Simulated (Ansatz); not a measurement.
KMgF3 (cubic perovskite, space group No. 221), a = b = c = 4.0542 Å, α = β = γ = 90.00°.

Relaxed with PBE.

Problem. Which orbitals make up the states near the band edges in plane-wave PAW PBE (Ansatz code)?

Solution. Top 1 eV of the valence band: F 2p 99 %. Bottom 1 eV of the conduction band: K 4s 51 %, Mg 3s 23 %, F 2s 19 %. Projections are on Löwdin-orthogonalised atomic valence shells; empty p or d shells of many metals are not among them.

Problem. Tabulate the density of states.

Solution. States/eV per cell of 5 atoms, in 0.25 eV bins, energy from the valence-band maximum.

| E (eV) | total | F 2p | K 4s | Mg 3s |
|---|---|---|---|---|
| -7.85 | 0.00 | 0.00 | 0.00 | 0.00 |
| -7.60 | 0.00 | 0.00 | 0.00 | 0.00 |
| -7.35 | 0.00 | 0.00 | 0.00 | 0.00 |
| -7.10 | 0.00 | 0.00 | 0.00 | 0.00 |
| -6.85 | 0.00 | 0.00 | 0.00 | 0.00 |
| -6.60 | 0.00 | 0.00 | 0.00 | 0.00 |
| -6.35 | 0.00 | 0.00 | 0.00 | 0.00 |
| -6.10 | 0.00 | 0.00 | 0.00 | 0.00 |
| -5.85 | 0.00 | 0.00 | 0.00 | 0.00 |
| -5.60 | 0.00 | 0.00 | 0.00 | 0.00 |
| -5.35 | 0.00 | 0.00 | 0.00 | 0.00 |
| -5.10 | 0.00 | 0.00 | 0.00 | 0.00 |
| -4.85 | 0.00 | 0.00 | 0.00 | 0.00 |
| -4.60 | 0.00 | 0.00 | 0.00 | 0.00 |
| -4.35 | 0.00 | 0.00 | 0.00 | 0.00 |
| -4.10 | 0.00 | 0.00 | 0.00 | 0.00 |
| -3.85 | 0.00 | 0.00 | 0.00 | 0.00 |
| -3.60 | 0.28 | 0.24 | 0.00 | 0.04 |
| -3.35 | 0.77 | 0.67 | 0.00 | 0.09 |
| -3.10 | 1.42 | 1.25 | 0.00 | 0.15 |
| -2.85 | 2.31 | 2.08 | 0.00 | 0.19 |
| -2.60 | 2.12 | 1.97 | 0.00 | 0.11 |
| -2.35 | 1.37 | 1.31 | 0.00 | 0.03 |
| -2.10 | 3.74 | 3.66 | 0.00 | 0.01 |
| -1.85 | 6.12 | 5.92 | 0.07 | 0.02 |
| -1.60 | 7.59 | 7.29 | 0.12 | 0.02 |
| -1.35 | 6.51 | 6.27 | 0.09 | 0.02 |
| -1.10 | 7.09 | 6.92 | 0.04 | 0.01 |
| -0.85 | 7.70 | 7.54 | 0.03 | 0.01 |
| -0.60 | 9.85 | 9.73 | 0.02 | 0.00 |
| -0.35 | 10.78 | 10.69 | 0.01 | 0.00 |
| -0.10 | 4.35 | 4.33 | 0.00 | 0.00 |
| 0.15 | 0.00 | 0.00 | 0.00 | 0.00 |
| 0.40 | 0.00 | 0.00 | 0.00 | 0.00 |
| 0.65 | 0.00 | 0.00 | 0.00 | 0.00 |
| 0.90 | 0.00 | 0.00 | 0.00 | 0.00 |
| 1.15 | 0.00 | 0.00 | 0.00 | 0.00 |
| 1.40 | 0.00 | 0.00 | 0.00 | 0.00 |
| 1.65 | 0.00 | 0.00 | 0.00 | 0.00 |
| 1.90 | 0.00 | 0.00 | 0.00 | 0.00 |
| 2.15 | 0.00 | 0.00 | 0.00 | 0.00 |
| 2.40 | 0.00 | 0.00 | 0.00 | 0.00 |
| 2.65 | 0.00 | 0.00 | 0.00 | 0.00 |
| 2.90 | 0.00 | 0.00 | 0.00 | 0.00 |
| 3.15 | 0.00 | 0.00 | 0.00 | 0.00 |
| 3.40 | 0.00 | 0.00 | 0.00 | 0.00 |
| 3.65 | 0.00 | 0.00 | 0.00 | 0.00 |
| 3.90 | 0.00 | 0.00 | 0.00 | 0.00 |
| 4.15 | 0.00 | 0.00 | 0.00 | 0.00 |
| 4.40 | 0.00 | 0.00 | 0.00 | 0.00 |
| 4.65 | 0.00 | 0.00 | 0.00 | 0.00 |
| 4.90 | 0.00 | 0.00 | 0.00 | 0.00 |
| 5.15 | 0.00 | 0.00 | 0.00 | 0.00 |
| 5.40 | 0.00 | 0.00 | 0.00 | 0.00 |
| 5.65 | 0.00 | 0.00 | 0.00 | 0.00 |
| 5.90 | 0.00 | 0.00 | 0.00 | 0.00 |
| 6.15 | 0.00 | 0.00 | 0.00 | 0.00 |
| 6.40 | 0.00 | 0.00 | 0.00 | 0.00 |
| 6.65 | 0.00 | 0.00 | 0.00 | 0.00 |
| 6.90 | 0.00 | 0.00 | 0.00 | 0.00 |
| 7.15 | 0.06 | 0.00 | 0.03 | 0.01 |
| 7.40 | 0.11 | 0.00 | 0.06 | 0.03 |
| 7.65 | 0.17 | 0.01 | 0.09 | 0.04 |
| 7.90 | 0.21 | 0.01 | 0.11 | 0.05 |
| 8.15 | 0.26 | 0.02 | 0.13 | 0.06 |
| 8.40 | 0.32 | 0.02 | 0.16 | 0.08 |
| 8.65 | 0.38 | 0.03 | 0.19 | 0.10 |
| 8.90 | 0.44 | 0.03 | 0.22 | 0.12 |
| 9.15 | 0.52 | 0.04 | 0.25 | 0.15 |
| 9.40 | 0.63 | 0.05 | 0.29 | 0.19 |
| 9.65 | 0.78 | 0.06 | 0.34 | 0.24 |
| 9.90 | 0.96 | 0.07 | 0.35 | 0.35 |
| 10.15 | 1.78 | 0.11 | 0.33 | 0.68 |
| 10.40 | 3.08 | 0.13 | 0.30 | 0.86 |
| 10.65 | 3.03 | 0.07 | 0.46 | 0.38 |
| 10.90 | 4.20 | 0.09 | 0.73 | 0.31 |
| 11.15 | 3.66 | 0.06 | 0.45 | 0.12 |
| 11.40 | 2.13 | 0.02 | 0.06 | 0.01 |
| 11.65 | 0.97 | 0.01 | 0.02 | 0.00 |

Space group Pm-3m (cubic perovskite). Symmetry was held in the PBE relaxation; phonons on a q-mesh show no instability.

Potentials: the later of the program's two PAW sets.
